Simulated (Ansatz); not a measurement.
## Sensitivity of the gradients in BaTiO3 with hydrogen replacing O to the input

This input was run with Ansatz:

```yaml
crystal:
  lattice:
    - [-4.006, 4.006, 4.006]
    - [4.006, -4.006, 4.006]
    - [4.006, 4.006, -4.006]
  atoms:
    - { symbol: Ba, position: [0.5, 0.5, 0.5] }
    - { symbol: Ba, position: [0.0, 0.0, 0.5] }
    - { symbol: Ba, position: [0.0, 0.5, 0.0] }
    - { symbol: Ba, position: [0.5, 0.0, 0.0] }
    - { symbol: Ti, position: [0.0, 0.0, 0.0] }
    - { symbol: Ti, position: [0.5, 0.5, 0.0] }
    - { symbol: Ti, position: [0.5, 0.0, 0.5] }
    - { symbol: Ti, position: [0.0, 0.5, 0.5] }
    - { symbol: H, position: [0.0, 0.25, 0.25], spin: 1.0 }
    - { symbol: O, position: [0.5, 0.75, 0.25] }
    - { symbol: O, position: [0.5, 0.25, 0.75] }
    - { symbol: O, position: [0.0, 0.75, 0.75] }
    - { symbol: O, position: [0.25, 0.0, 0.25] }
    - { symbol: O, position: [0.75, 0.5, 0.25] }
    - { symbol: O, position: [0.75, 0.0, 0.75] }
    - { symbol: O, position: [0.25, 0.5, 0.75] }
    - { symbol: O, position: [0.25, 0.25, 0.0] }
    - { symbol: O, position: [0.75, 0.75, 0.0] }
    - { symbol: O, position: [0.75, 0.25, 0.5] }
    - { symbol: O, position: [0.25, 0.75, 0.5] }
magnetization:
  spin_polarized: true
kpoints:
  mp_grid: { grid: [3, 3, 3] }
scf:
  occupations: { method: fermi_dirac, width: 0.01 }
  mixing: { preconditioner: local_kerker }
hamiltonian:
  xc: pbe
  pseudopotentials: { kind: paw }
output:
  forces: true
  stress: true
  populations: true
  efg:
    quadrupole_moments_barn: { Ba: 0.236, Ti: 0.247, H: 0.00285783, O: -0.02558 }
    contact_densities: true
```

It converged. Of its output the block on the nuclei alone is shown, without the SCF iterations, energies, forces and stress (one atom of each set):

```
--- PAW observables at the nuclei: V_zz in 10²¹ V/m², potentials from the cell's mean, atoms counted from 1 ---
  atom   1  Ba V_zz =    +6.116770   η = 0.0233   by run symmetry: allowed   C_q = +34.9051 MHz
            electrostatic potential = -9627.555426 V   contact ρ = 2065458.145869 e/Å³   contact ρ_s (e/Å³): all electrons +0.013297, valence +0.013102
  atom   5  Ti V_zz =    +5.420479   η = 0.0000   by run symmetry: allowed   C_q = +32.3735 MHz
            electrostatic potential = -2530.163955 V   contact ρ = 56788.588254 e/Å³   contact ρ_s (e/Å³): all electrons -0.102886, valence +0.108629
  atom   6  Ti V_zz =    -0.390565   η = 0.0000   by run symmetry: allowed   C_q = -2.3326 MHz
            electrostatic potential = -2530.362899 V   contact ρ = 56789.802483 e/Å³   contact ρ_s (e/Å³): all electrons -0.057992, valence +0.045213
  atom   9  H  V_zz =    +0.649449   η = 0.0000   by run symmetry: allowed   C_q = +0.0449 MHz
            electrostatic potential = -48.400847 V   contact ρ = 2.955837 e/Å³   contact ρ_s (e/Å³): all electrons -0.007430, valence -0.007437
  atom  10  O  V_zz =    +1.918131   η = 0.1236   by run symmetry: allowed   C_q = -1.1864 MHz
            electrostatic potential = -627.973537 V   contact ρ = 2157.374124 e/Å³   contact ρ_s (e/Å³): all electrons -0.003714, valence +0.002606
  atom  12  O  V_zz =    +3.998253   η = 0.0000   by run symmetry: allowed   C_q = -2.4730 MHz
            electrostatic potential = -627.696919 V   contact ρ = 2157.510043 e/Å³   contact ρ_s (e/Å³): all electrons -0.019975, valence -0.031331
  atom  13  O  V_zz =    +2.012896   η = 0.8380   by run symmetry: allowed   C_q = -1.2450 MHz
            electrostatic potential = -627.819221 V   contact ρ = 2157.442234 e/Å³   contact ρ_s (e/Å³): all electrons -0.008540, valence -0.014589
```

**Question.** Can these gradients be trusted, and how do they compare with a run on standard settings?

**Answer.** They agree with the standard run. Against the standard input the change is `scf.mixing.preconditioner`: not typed → local_kerker. A site carries the number of its first atom; V_zz in 10²¹ V/m².

```
site  V_zz standard  η standard  V_zz here  η here
  Ba           6.12        0.02       6.12    0.02
 Ti5           5.42        0.00       5.42    0.00
 Ti6          -0.39        0.00      -0.39    0.00
   H           0.65        0.00       0.65    0.00
 O10           1.92        0.12       1.92    0.12
 O12           4.00        0.00       4.00    0.00
 O13           2.01        0.84       2.01    0.84
```

All printed values agree. Mixing, solver and start steer the path to self-consistency, not the state that is reached here. SCF iterations: 16 and 16.

On the reference run: The defect repeats with the cell of 20 atoms, so it feels its images: sites between two images don't show the values beside a lone defect, and zeros or small values of η there can come from the images' arrangement. O carries a gradient in the pure host already, so the values there aren't the defect's effect alone. This high-symmetry form of BaTiO3 is unstable when cold, to polar off-centring of Ti. The symmetry of the cell holds that distortion back, wholly or in part, and it would change the field gradients, the more the larger the distortion. The defect cell has no gap above 0.1 eV on its mesh, so the values can hang on the smearing and the k-mesh. Without spin–orbit coupling (the program notes it for Ba) the gradients can shift somewhat, as the gap is small. The run lost most of its start moments on H; a state with other moments may lie lower. The neighbours have not yet relaxed around the defect (largest force 2.5 eV/Å), so a real crystal will differ.
